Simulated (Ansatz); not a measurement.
Input file for Ansatz (a first-principles code):

Ansatz 0.2 input:
```yaml
crystal:
  lattice:
    - [3.0506364945, 0.0, 0.0]
    - [-1.5253182473, 2.641928702, 0.0]
    - [0.0, 0.0, 18.4958674835]
  atoms:
    - { symbol: Ti, position: [0.6666666667, 0.3333333333, 0.3731118936] }
    - { symbol: Ti, position: [0.3333333333, 0.6666666667, 0.6268881064] }
    - { symbol: Ti, position: [0.3333333333, 0.6666666667, 0.8731118936] }
    - { symbol: Ti, position: [0.6666666667, 0.3333333333, 0.1268881064] }
    - { symbol: Ti, position: [0.0, 0.0, 0.5] }
    - { symbol: Ti, position: [0.0, 0.0, 0.0] }
    - { symbol: Al, position: [0.0, 0.0, 0.75] }
    - { symbol: Al, position: [0.0, 0.0, 0.25] }
    - { symbol: C, position: [0.3333333333, 0.6666666667, 0.4308056881] }
    - { symbol: C, position: [0.6666666667, 0.3333333333, 0.5691943119] }
    - { symbol: C, position: [0.6666666667, 0.3333333333, 0.9308056881] }
    - { symbol: C, position: [0.3333333333, 0.6666666667, 0.0691943119] }
kpoints:
  mp_grid: { grid: [15, 15, 3] }
hamiltonian:
  xc: pbesol
  pseudopotentials: { azcp: { folder: ./paw }, kind: paw }
scf:
  occupations: { method: fermi_dirac, width: 0.1 }
phonons:
  method: dfpt
  response_accuracy: low
  eigenvectors: true
  rigid_motions: translations
```

Output (shortened):

```
zone centre: on kpoints.mp_grid the ground state, and the responses unless they are solved on pairs of k-points, stand on 184 of the mesh's 675 k-points, …
Pseudopotentials: kind: paw
Pseudopotential: Ti, paw, valence charge 12
Pseudopotential: Al, paw, valence charge 3
Pseudopotential: C, paw, valence charge 4
Functional definition: PBEsol
Crystal: 12 atoms, lattice volume = 149.069 Å³
Basis set: ecut = 420 eV, 2881 PW (Γ), exchange–correlation on 48×48×256 points (8 copies of the dense FFT grid, shifted against one another)
Bands: 59, of which v1, the nominal top of the filled ones, is band 47 counted from 1 (46 counted from 0)
Symmetry: 24 space group operations
k-points: 184 of 675 (irreducible under 2 space group operations, time reversal used)
PAW frozen core: Ti, regenerated for the run's functional, and the local potential with it
PAW frozen core: Al, regenerated for the run's functional, and the local potential with it
PAW frozen core: C, regenerated for the run's functional, and the local potential with it
Initial density: superposition of atomic densities (chi_scale 0.1, normalization cell, long waves kept (reshape's long-wave potential 0.92 eV rms))
Initial wavefunctions: pseudopotential atomic-orbital guess
Eigensolver: davidson
Functional: x = pbesol(κ = 0.804, μ = 0.12345679012345678), c = pbesol(β = 0.046)
SCF iter   1: F=—  HF=-16894.503737 eV  |F-HF|=—  |Δ(HF+E_count)|=         —  Δρ=1.03e-1  dr2=2.30e1  ethr=3.10e-3  ⟨swp⟩=5.5  Hψ=37189  notcnv=0  defer=18
all-band conjugate gradients solve this SCF's bands
preconditioner: auto → Kerker (q_TF=auto, 2.526 Å⁻¹)
SCF iter   2: F=—  HF=-16889.943600 eV  |F-HF|=—  |Δ(HF+E_count)|=    4.56e0  Δρ=3.37e-2  dr2=2.50e0  ethr=3.10e-3  ⟨swp⟩=4.1  Hψ=23826  notcnv=0  defer=52
SCF iter   3: F=—  HF=-16889.431786 eV  |F-HF|=—  |Δ(HF+E_count)|=   5.12e-1  Δρ=1.26e-2  dr2=1.73e-1  ethr=2.66e-3  ⟨swp⟩=4.1  Hψ=20212  notcnv=0  defer=37
SCF iter   4: F=—  HF=-16889.394453 eV  |F-HF|=—  |Δ(HF+E_count)|=   3.73e-2  Δρ=3.83e-3  dr2=4.57e-2  ethr=1.84e-4  ⟨swp⟩=3.6  Hψ=19902  notcnv=0  defer=17
SCF iter   5: F=—  HF=-16889.388000 eV  |F-HF|=—  |Δ(HF+E_count)|=   6.45e-3  Δρ=9.80e-4  dr2=2.72e-3  ethr=4.86e-5  ⟨swp⟩=2.1  Hψ=14919  notcnv=0  defer=14
SCF iter   6: F=—  HF=-16889.387386 eV  |F-HF|=—  |Δ(HF+E_count)|=   6.14e-4  Δρ=2.82e-4  dr2=1.76e-4  ethr=2.89e-6  ⟨swp⟩=2.0  Hψ=14503  notcnv=0  defer=14
SCF iter   7: F=—  HF=-16889.387360 eV  |F-HF|=—  |Δ(HF+E_count)|=   2.56e-5  Δρ=6.60e-5  dr2=8.33e-6  ethr=1.87e-7  ⟨swp⟩=2.0  Hψ=13928  notcnv=0  defer=14
SCF iter   8: F=—  HF=-16889.387332 eV  |F-HF|=—  |Δ(HF+E_count)|=   2.85e-5  Δρ=1.37e-5  dr2=5.91e-7  ethr=8.86e-9  ⟨swp⟩=2.4  Hψ=16490  notcnv=0  defer=11
SCF iter  13: F=-16889.387332 eV  HF=-16889.387332 eV  |F-HF|=3.64e-12  |Δ(HF+E_count)|=  3.64e-12  Δρ=1.60e-8  dr2=4.08e-13  ethr=1.00e-12  ⟨swp⟩=9.7  Hψ=46088  notcnv=0
the search or the solves at the SCF's close seem to have found levels that the self-consistency loop had missed (the run counts 1) …
SCF 1 converged in 13 iterations: F = -16889.387332 eV  dr2 = 4.08e-13
DFPT response loops at Γ: preconditioner auto → Kerker (q_TF=auto, 2.526 Å⁻¹) (partly filled bands, converged f_vac=0.000) …
SCF converged after 13 iterations
Free energy (F): -16889.387332 eV
Harris-Foulkes:  -16889.387332 eV  (|F-HF|=3.64e-12)
Internal energy: -16889.263805 eV  (E = F + TS)
E sigma→0 (E₀):  -16889.325568 eV
Entropy (-TS):   -0.123527 eV (-10.294 meV/atom)
Fermi energy:    12.474583 eV
--- Per-component energies (eV) ---
  E_band       = -859.537266
  E_kinetic    = 2077.413610
  E_local      = -9114.832669  (includes V_loc(G=0)·N_el)
  E_nonlocal   = 483.056743
  E_hartree    = 3968.811779
  E_xc         = -960.836096
  E_vxc        = -1170.196482  (∫ρ·V_xc dr)
  E_paw        = -7397.347826  (= ΣΔE_a)
  E_vpaw       = -1072.601635  (= ΣTr[D̂ρ^β])
  E_aug_tail   = -0.000438  (compensation charges beyond the density's cutoff)
  E_ewald      = -5946.487895
  E_core_change = 0.958987  (= ΣΔE_core)
  E_smearing   = -0.123527  (= −TS)
  E_closure    =  0.000000  (closes the sum)
  Σ components = -16889.387332   (vs F -16889.387332, Δ=0.00e0)
  [band-id]    e_kinetic+e_local+e_nonlocal+2·e_hartree+e_vxc+e_vpaw+e_augmentation_tail = -859.537314   (vs E_band -859.537266, Δ=-4.82e-5)
--- Band table (eV; the first three rows and the last of 184) ---
  k-point 0: bands = ["-43.7647", "-43.7646", "-43.7121", "-43.7120", "-43.6740", "-43.6740", "-20.4466", "-20.4454", "-20.1947", "-20.1922", "-19.9424", "-19.9424", "-19.9424", "-19.9424", "-19.9379", "-19.9366", "-19.8995", "-19.8995", "-19.8994", "-19.8994", "-19.8787", "-19.8787", "-19.8787", "-19.8787", "0.6483", "0.6766", "2.1056", "2.2001", "4.7178", "4.9865", "6.8152", "7.3571", "9.0328", "9.7290", "9.7290", "9.7304", "9.7304", "9.9103", "10.6937", "10.9915", "10.9915", "10.9957", "10.9957", "11.3807", "13.1084", "13.2042", "13.2042", "13.2139", "13.2139", "13.2320", "14.2945", "14.2945", "14.3157", "14.3157", "14.3473", "14.3473", "14.3921", "14.3921", "15.3548"]
  k-point 1: bands = ["-43.7647", "-43.7646", "-43.7120", "-43.7120", "-43.6740", "-43.6740", "-20.4463", "-20.4457", "-20.1941", "-20.1928", "-19.9424", "-19.9424", "-19.9424", "-19.9424", "-19.9376", "-19.9369", "-19.8995", "-19.8995", "-19.8994", "-19.8994", "-19.8787", "-19.8787", "-19.8787", "-19.8787", "0.6551", "0.6693", "2.1288", "2.1760", "4.7795", "4.9128", "6.9416", "7.2073", "9.2288", "9.6386", "9.7294", "9.7294", "9.7300", "9.7300", "10.9306", "10.9925", "10.9925", "10.9946", "10.9946", "11.2490", "13.1430", "13.2044", "13.2066", "13.2066", "13.2114", "13.2114", "14.2987", "14.2987", "14.3087", "14.3087", "14.3601", "14.3601", "14.3817", "14.3817", "15.3640"]
  k-point 2: bands = ["-43.7616", "-43.7615", "-43.7098", "-43.7098", "-43.6726", "-43.6726", "-20.4400", "-20.4389", "-20.1958", "-20.1934", "-19.9603", "-19.9601", "-19.9490", "-19.9490", "-19.9476", "-19.9466", "-19.9066", "-19.9064", "-19.9034", "-19.9033", "-19.8928", "-19.8928", "-19.8799", "-19.8798", "0.7271", "0.7541", "2.1480", "2.2348", "4.8053", "5.0499", "6.9182", "7.4415", "8.9206", "9.5439", "9.7603", "9.7617", "9.8140", "10.0515", "10.4692", "10.7996", "10.9731", "10.9770", "11.0495", "11.3880", "13.0531", "13.0882", "13.1226", "13.2653", "13.2742", "13.2769", "14.0042", "14.0868", "14.1562", "14.1912", "14.4295", "14.4963", "14.5098", "14.5349", "15.3167"]
  k-point 183: bands = ["-43.6892", "-43.6892", "-43.6628", "-43.6627", "-43.6504", "-43.6504", "-20.3424", "-20.3422", "-20.3300", "-20.3298", "-20.2163", "-20.2162", "-20.1954", "-20.1951", "-20.0737", "-20.0734", "-20.0653", "-20.0650", "-20.0322", "-20.0320", "-19.9986", "-19.9985", "-19.9412", "-19.9410", "2.6119", "2.6130", "2.8056", "2.8067", "7.5622", "7.6037", "7.9984", "8.0878", "8.6679", "8.8293", "9.4676", "9.4724", "9.5278", "9.5906", "9.7642", "9.8748", "9.9766", "9.9960", "11.4741", "11.6182", "11.6912", "11.7530", "12.3864", "12.4551", "12.8736", "13.0267", "13.8945", "14.0059", "14.5099", "14.7111", "14.8496", "15.0480", "15.3605", "15.4860", "15.6880"]
  band table: 59 of 59 bands, residual norms ≤ 1.0e-3 eV
--- Phonons (Γ-DFPT): 8 representative perturbations + reference, on 184 of 675 k-points (Σ response iterations 28) ---
  k mesh reduced under 2 symmetry operations, with k and −k counted as one. Each operation leaves every solved perturbation unchanged …
  ASR residual: 5.532e-4 → 0.000e0 eV/Å²; symmetrization residual: 3.205e-5 eV/Å²
  ASR residual per site (eV/Å²): 5.53e-4 5.53e-4 5.53e-4 5.53e-4 2.24e-4 2.24e-4 1.09e-4 1.09e-4 1.30e-5 1.30e-5 1.30e-5 1.30e-5
  Γ frequencies (cm⁻¹): 0.00 0.00 0.00 75.93 75.93 116.31 127.91 127.91 166.80 166.80 188.26 188.26 199.18 203.28 203.28 274.13 289.12 289.36 289.36 289.70 289.70 340.93 403.85 415.83 560.23 567.84 638.71 638.71 639.46 639.46 641.42 641.42 641.93 641.93 668.83 672.41
  non-analytic LO–TO correction: not included (Born effective charges unavailable; polar crystals: no LO–TO splitting at Γ)
```

Cost: roughly 17 core-minutes on shared cores.

Space group P6_3/mmc. The first step of the workflow began from a Materials Project structure, measured or hypothetical; the Crystallography Open Database files this formula in space group No. 194, but the cells were not matched. Its standing as an ambient phase is unchecked. The cell was relaxed with PBEsol under the symmetry of its start; its stability against distortions is not shown here. The run is not spin-polarised. As this level gives no gap, phonon frequencies hold no LO–TO term and depend on the k-mesh and smearing (Fermi–Dirac, 0.1 eV here).

Potentials: the earlier of the program's two PAW sets. The files were generated under PBE; for other functionals the program regenerates the frozen cores, and for LDA and PBEsol the local potential too.

Ansatz is a plane-wave DFT program.
